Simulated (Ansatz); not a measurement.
A relaxation computed with Ansatz, from input to last step.

```yaml
crystal:
  lattice:
    - [2.83057646, -4.90270222, 0.0]
    - [2.83057646, 4.90270222, 0.0]
    - [0.0, 0.0, 9.05784468]
  atoms:
    - { symbol: Mn, position: [0.3279379243, 0.1610143976, 0.1219360253], spin: 4.0 }
    - { symbol: Mn, position: [0.3402444686, 0.1691608079, 0.6266533458], spin: -4.0 }
    - { symbol: Mn, position: [0.6681681095, 0.3262541635, 0.8764820969], spin: -4.0 }
    - { symbol: Mn, position: [0.1668809757, 0.3367699817, 0.8717447485], spin: -4.0 }
    - { symbol: Mn, position: [0.664094121, 0.8314078301, 0.3721239759], spin: 4.0 }
    - { symbol: Mn, position: [0.1648236945, 0.8342693627, 0.8701736979], spin: -4.0 }
    - { symbol: Mo, position: [0.8297662112, 0.1657409845, 0.1227013829] }
    - { symbol: Mo, position: [0.8368104617, 0.1657609678, 0.6269025684] }
    - { symbol: Mo, position: [0.3314372864, 0.6696567801, 0.12692432] }
    - { symbol: Mo, position: [0.8378765844, 0.6646922863, 0.1243684426] }
    - { symbol: Mo, position: [0.8336537138, 0.6614917659, 0.6259391491] }
    - { symbol: Mo, position: [0.6666301612, 0.3349829664, 0.3739685659] }
    - { symbol: Mo, position: [0.1708142763, 0.3377825962, 0.3764122477] }
    - { symbol: Mo, position: [0.6644378731, 0.833762859, 0.8748835568] }
    - { symbol: Sn, position: [0.3334890255, 0.6671907894, 0.624413184] }
    - { symbol: Sn, position: [0.1674949292, 0.8339548467, 0.375046001] }
  symmetry: { detect: false }
basis:
  ecutwfc: 420
kpoints:
  mp_grid: { grid: [3, 3, 2], shift: [0.0, 0.0, 0.5] }
hamiltonian:
  xc: pbe
scf:
  occupations: { method: gaussian, width: 0.1 }
  lower_state_search: "off"
output:
  forces: true
  stress: true
  eigenvalues: true
  populations: true
magnetization:
  spin_polarized: true
relax:
  adjacent_minimum: "off"
  f_tol: 0.04
  max_steps: 50
  cell: { stress_tol: 0.3 }
```

```bash
ansatz run input.yaml --threads 4 --pin off --max-ram 9216MiB --backend cpu --events-out ev --progress --plain --runs-dir out
```

Computed with Ansatz, DFT PBE, scalar-relativistic, plane waves, PAW.

Of 14 frames 9 are shown, positions in Å and forces in eV/Å; the SCF threshold varies from step to step. Steps run on the plane waves of an earlier cell, with a Pulay correction in the pressure. The basis is chosen afresh for the last frame, the zero of the energies, and at times for earlier ones too; energy and pressure can step there, also at an unchanged geometry. Where two frames share a geometry here, they differ by under 2 meV/atom and 0.3 GPa.

```xyz
16
Lattice="2.8306 -4.9027 0.0000 2.8306 4.9027 0.0000 0.0000 0.0000 9.0578" Properties=species:S:1:pos:R:3:forces:R:3 pbc="T T T" step=1 free_energy_over_end_meV_per_atom=204.24 pressure_GPa=-2.88
Mn    1.3840   -0.8184    1.1045    0.1752    0.2348   -0.7086
Mn    1.4419   -0.8388    5.6761   -0.0036    0.0845    0.4881
Mn    2.8148   -1.6763    7.9390   -0.2788    0.4085    0.2302
Mn    1.4256    0.8329    7.8961   -0.3076   -0.5680    0.5580
Mn    4.2331    0.8203    3.3706    0.2330   -0.1228   -0.0411
Mn    2.8280    3.2821    7.8819    0.3019    0.3328    0.4205
Mo    2.8179   -3.2555    1.1114    0.2207    0.0110   -0.2810
Mo    2.8379   -3.2900    5.6784    0.1299   -0.3061    0.2671
Mo    2.8337    1.6582    1.1497   -0.0676   -0.6386   -0.9768
Mo    4.2531   -0.8491    1.1265   -0.5878    0.3690   -0.8834
Mo    4.2321   -0.8441    5.6697   -0.2039    0.2495    0.4971
Mo    2.8351   -1.6260    3.3873    0.0075    0.3818   -0.2143
Mo    1.4396    0.8186    3.4095   -0.3206   -0.4711   -0.5952
Mo    4.2408    0.8302    7.9246    0.1087   -0.3580    0.7416
Sn    2.8325    1.6360    5.6558    0.1074   -0.7955    1.1309
Sn    2.8347    3.2675    3.3971    0.4856    1.1880   -0.6332
16
Lattice="2.7457 -4.7280 0.0493 2.7648 4.7391 -0.0353 0.0224 -0.0781 9.2520" Properties=species:S:1:pos:R:3:forces:R:3 pbc="T T T" step=2 free_energy_over_end_meV_per_atom=164.55 pressure_GPa=1.79
Mn    1.3547   -0.7698    1.0275   -0.1343   -0.1636   -0.5978
Mn    1.4031   -0.8782    5.8780   -0.0844   -0.3051    0.1841
Mn    2.7206   -1.6487    8.1525   -0.3577    0.2632   -0.0906
Mn    1.3564    0.6623    8.1497   -0.1353   -0.4204    0.2271
Mn    4.1561    0.8041    3.4235   -0.0466    0.3856    0.2710
Mn    2.7962    3.1124    8.0930    0.3763    0.2321   -0.0495
Mo    2.7617   -3.1288    1.1313    0.0957    0.0689    0.1659
Mo    2.7923   -3.2784    5.8994   -0.2584   -0.0469   -0.3069
Mo    2.7509    1.5355    1.0370   -0.2545    0.4097    0.3977
Mo    4.0644   -0.7630    1.0402    0.1031   -0.3912    0.4113
Mo    4.1242   -0.8554    5.8938    0.7458   -1.0686   -0.2640
Mo    2.7924   -1.5220    3.4442    0.1170   -0.1280    0.2703
Mo    1.4002    0.7534    3.3974    1.1004    1.7755    0.3274
Mo    4.1634    0.6853    8.2089    0.2542   -0.0334   -0.6881
Sn    2.7859    1.4228    5.9243   -0.5473    1.0867   -0.5500
Sn    2.8368    3.2821    3.3421   -0.9739   -1.6644    0.2922
16
Lattice="2.7750 -4.6719 0.1248 2.8364 4.7073 -0.0779 0.0751 -0.1873 9.1867" Properties=species:S:1:pos:R:3:forces:R:3 pbc="T T T" step=4 free_energy_over_end_meV_per_atom=129.93 pressure_GPa=0.65
Mn    1.3442   -0.7764    0.9648   -0.0006   -0.0395    0.0287
Mn    1.4636   -1.0570    5.8788   -0.0189    0.0002   -0.0663
Mn    2.7383   -1.7006    8.1148    0.1596    0.0169    0.0234
Mn    1.3982    0.4748    8.1180   -0.0685    0.1534    0.1314
Mn    4.3020    0.9143    3.4693    0.0574   -0.0395   -0.0256
Mn    2.9829    3.0027    8.0114   -0.1006    0.0544    0.0155
Mo    2.7684   -3.0910    1.2097   -0.0818   -0.1123   -0.0511
Mo    2.8319   -3.4253    5.8492    0.0434   -0.1592   -0.0407
Mo    2.7796    1.5492    1.0496   -0.0276   -0.2023   -0.0241
Mo    4.1342   -0.7703    1.1066    0.0360   -0.0440   -0.0511
Mo    4.2612   -1.0496    5.8636   -0.2685    0.0866    0.1296
Mo    2.8771   -1.4012    3.5041   -0.0316    0.2564   -0.0428
Mo    1.5135    0.9254    3.3896   -0.3513   -0.0487   -0.0773
Mo    4.3113    0.5625    8.0920    0.2053    0.0395   -0.0092
Sn    2.8438    1.3005    5.8425    0.1400   -0.3639    0.1620
Sn    2.9364    3.2796    3.3202    0.3079    0.4020   -0.1022
16
Lattice="2.8133 -4.5971 0.1951 2.9044 4.6497 -0.1064 0.1419 -0.2785 9.1148" Properties=species:S:1:pos:R:3:forces:R:3 pbc="T T T" step=5 free_energy_over_end_meV_per_atom=113.91 pressure_GPa=1.15
Mn    1.3694   -0.7960    0.9308    0.0918   -0.0723    0.3167
Mn    1.5180   -1.2143    5.8541    0.0411   -0.0181   -0.1057
Mn    2.8514   -1.7334    8.0813    0.3267   -0.0389   -0.0201
Mn    1.4683    0.3563    8.1085    0.0852    0.4609   -0.1127
Mn    4.4178    1.0160    3.4818    0.0124   -0.0217   -0.0720
Mn    3.1511    2.8859    7.9399   -0.2862   -0.0812   -0.0662
Mo    2.7958   -3.0720    1.2752   -0.0469   -0.2076   -0.1292
Mo    2.9083   -3.5582    5.8218    0.0670    0.0857    0.1541
Mo    2.8370    1.4852    1.0618    0.0271   -0.3143   -0.0201
Mo    4.2283   -0.7939    1.1282    0.1273   -0.3327    0.0172
Mo    4.3593   -1.2032    5.8703   -0.4179   -0.0694    0.1048
Mo    2.9467   -1.2261    3.5166   -0.1520    0.2987    0.0233
Mo    1.5351    1.0671    3.3639   -0.3755   -0.1015   -0.2994
Mo    4.5097    0.4720    8.0267    0.0168    0.4393    0.1093
Sn    2.9285    1.1255    5.8069    0.1770   -0.5957    0.2628
Sn    3.0456    3.3347    3.2768    0.3064    0.5690   -0.1630
16
Lattice="2.9816 -4.4826 0.1583 3.0350 4.5135 -0.0831 0.1203 -0.2230 8.9564" Properties=species:S:1:pos:R:3:forces:R:3 pbc="T T T" step=7 free_energy_over_end_meV_per_atom=50.88 pressure_GPa=-0.85
Mn    1.5033   -0.9036    0.9269   -0.0007   -0.3299    0.0849
Mn    1.5624   -1.3183    5.7193    0.0665   -0.2687    0.0521
Mn    3.0637   -1.5055    7.9283    0.1995    0.0828    0.0019
Mn    1.5214    0.5843    7.9716    0.3884    0.6189   -0.3667
Mn    4.6082    1.1251    3.4139   -0.0641    0.0444   -0.1599
Mn    3.2041    2.9391    7.7861   -0.1287    0.0704    0.1014
Mo    2.9597   -3.1678    1.2454    0.1157   -0.1865    0.0271
Mo    3.0657   -3.5643    5.6941   -0.1185    0.0389    0.5359
Mo    3.0318    1.2555    1.0929   -0.0018   -0.1129   -0.1513
Mo    4.5169   -0.9961    1.0825   -0.4077   -0.4455    0.1343
Mo    4.5291   -1.3282    5.7820    0.0170    0.0958   -0.0525
Mo    3.0272   -0.9883    3.4376    0.0956   -0.3681   -0.2293
Mo    1.5010    1.2447    3.2737    0.4200   -0.0369   -0.2779
Mo    4.7629    0.7045    7.8907   -0.4171    0.9125    0.1183
Sn    3.0509    0.9270    5.6959   -0.0690   -0.0013    0.1338
Sn    3.1807    3.4089    3.2295   -0.0951   -0.1149    0.0479
16
Lattice="3.0541 -4.4480 0.1075 3.0703 4.4574 -0.0569 0.0809 -0.1519 8.8658" Properties=species:S:1:pos:R:3:forces:R:3 pbc="T T T" step=8 free_energy_over_end_meV_per_atom=16.71 pressure_GPa=-0.97
Mn    1.5358   -0.9601    0.9150    0.0955   -0.3274   -0.0779
Mn    1.5785   -1.3134    5.6262    0.0600   -0.1435    0.1989
Mn    3.1639   -1.3239    7.8367   -0.0271    0.0873   -0.0531
Mn    1.5478    0.8123    7.8637    0.1643    0.3599   -0.1517
Mn    4.6670    1.0760    3.3433   -0.0336    0.0127   -0.0277
Mn    3.1413    3.1020    7.7168    0.0041    0.0467    0.1070
Mo    3.0303   -3.2471    1.1895   -0.0643   -0.1758   -0.2444
Mo    3.1072   -3.4989    5.6399   -0.0094   -0.1344    0.3925
Mo    3.0734    1.1926    1.0719   -0.0448   -0.1238   -0.1418
Mo    4.5596   -1.0573    1.0563   -0.1453   -0.1974    0.0687
Mo    4.6026   -1.2865    5.6939    0.1003    0.0300   -0.0843
Mo    3.0694   -1.0514    3.3792    0.0829   -0.2711   -0.0274
Mo    1.5319    1.1853    3.2405    0.2853    0.1000   -0.0704
Mo    4.7594    0.9152    7.8201   -0.2780    0.8464    0.0629
Sn    3.0636    0.9232    5.6354   -0.0658    0.0118    0.0211
Sn    3.2059    3.3458    3.2212   -0.1239   -0.1214    0.0274
16
Lattice="3.0918 -4.4188 0.0523 3.0888 4.4171 -0.0215 0.0492 -0.0681 8.7976" Properties=species:S:1:pos:R:3:forces:R:3 pbc="T T T" step=10 free_energy_over_end_meV_per_atom=1.00 pressure_GPa=-0.15
Mn    1.5974   -0.9988    0.8880   -0.0313    0.0145    0.0379
Mn    1.5741   -1.3260    5.6256   -0.0712   -0.0067   -0.1345
Mn    3.1588   -1.1214    7.7233    0.1228    0.0322   -0.0106
Mn    1.5434    1.0772    7.7844   -0.0828   -0.1345    0.0990
Mn    4.6872    1.0024    3.3024   -0.0057    0.0599    0.0274
Mn    3.1275    3.2887    7.7222   -0.0711    0.0012   -0.0100
Mo    3.0587   -3.2914    1.0819    0.1624   -0.0546   -0.0558
Mo    3.1426   -3.4543    5.6234    0.0516    0.0332    0.0303
Mo    3.0830    1.1705    1.0464   -0.0272    0.0207   -0.0241
Mo    4.5633   -1.0606    1.0301    0.0061   -0.0281   -0.0115
Mo    4.6775   -1.2332    5.6164    0.0634   -0.0811    0.0282
Mo    3.0804   -1.1411    3.3440    0.0897    0.0737    0.0120
Mo    1.5481    1.1520    3.2171   -0.0928    0.0211   -0.0194
Mo    4.7111    1.1473    7.7515   -0.0388    0.0715   -0.0556
Sn    3.0411    0.8993    5.5772   -0.0211    0.0039    0.0163
Sn    3.2386    3.2842    3.2111   -0.0540   -0.0270    0.0702
16
Lattice="3.0993 -4.4120 0.0540 3.0941 4.4090 -0.0241 0.0478 -0.0721 8.7895" Properties=species:S:1:pos:R:3:forces:R:3 pbc="T T T" step=11 free_energy_over_end_meV_per_atom=0.35 pressure_GPa=0.03
Mn    1.6028   -1.0101    0.9045   -0.0009    0.0227   -0.0225
Mn    1.5652   -1.3331    5.5861   -0.0108    0.0133    0.0783
Mn    3.1981   -1.1269    7.7133   -0.0231    0.0048   -0.0056
Mn    1.5389    1.0235    7.7883   -0.0212    0.0299    0.0520
Mn    4.7040    1.0371    3.3103   -0.0170   -0.0632   -0.0266
Mn    3.1062    3.2624    7.7076    0.0356    0.0196   -0.0216
Mo    3.0802   -3.2972    1.0758    0.0250    0.0537   -0.0321
Mo    3.1569   -3.4418    5.6294    0.0116   -0.0315   -0.0483
Mo    3.0924    1.1704    1.0416    0.0193   -0.0206   -0.0079
Mo    4.5747   -1.0584    1.0250   -0.0196   -0.0384   -0.0055
Mo    4.6913   -1.2356    5.6166   -0.0138    0.0372   -0.0040
Mo    3.1007   -1.1151    3.3369   -0.0648   -0.0743    0.0139
Mo    1.5386    1.1490    3.2122    0.0338    0.0352    0.0110
Mo    4.7195    1.1587    7.7369   -0.0232   -0.0155    0.0464
Sn    3.0364    0.8876    5.5785    0.0221   -0.0223   -0.0285
Sn    3.2189    3.2824    3.2108    0.0471    0.0495    0.0009
16
Lattice="3.0927 -4.4162 0.0555 3.0927 4.4161 -0.0237 0.0509 -0.0731 8.7898" Properties=species:S:1:pos:R:3:forces:R:3 pbc="T T T" step=14 free_energy_over_end_meV_per_atom=0.00 pressure_GPa=0.08
Mn    1.6027   -1.0015    0.8979   -0.0089    0.0023   -0.0044
Mn    1.5613   -1.3369    5.6018    0.0008    0.0057   -0.0044
Mn    3.1910   -1.1233    7.7135    0.0072    0.0033    0.0030
Mn    1.5376    1.0377    7.7926   -0.0057   -0.0088    0.0071
Mn    4.6901    1.0188    3.3086    0.0125    0.0085   -0.0098
Mn    3.1118    3.2739    7.7078    0.0040    0.0116   -0.0020
Mo    3.0784   -3.2943    1.0732   -0.0040    0.0098   -0.0036
Mo    3.1525   -3.4477    5.6280   -0.0027   -0.0049   -0.0060
Mo    3.0924    1.1752    1.0428    0.0089   -0.0102   -0.0060
Mo    4.5704   -1.0576    1.0284   -0.0011   -0.0032   -0.0034
Mo    4.6881   -1.2359    5.6156    0.0057   -0.0080    0.0029
Mo    3.0919   -1.1263    3.3375   -0.0177   -0.0200    0.0347
Mo    1.5399    1.1547    3.2137    0.0012    0.0133   -0.0197
Mo    4.7121    1.1600    7.7409   -0.0034   -0.0074    0.0052
Sn    3.0346    0.8847    5.5774   -0.0066    0.0072    0.0045
Sn    3.2302    3.2871    3.2115    0.0099    0.0005    0.0019
```

Time: 11 min on 4 threads of Intel(R) Xeon(R) Platinum 8259CL CPU @ 2.50GHz (Skylake/Cascade Lake), on a shared host, peak memory 1.5 GiB.

The k mesh is coarse.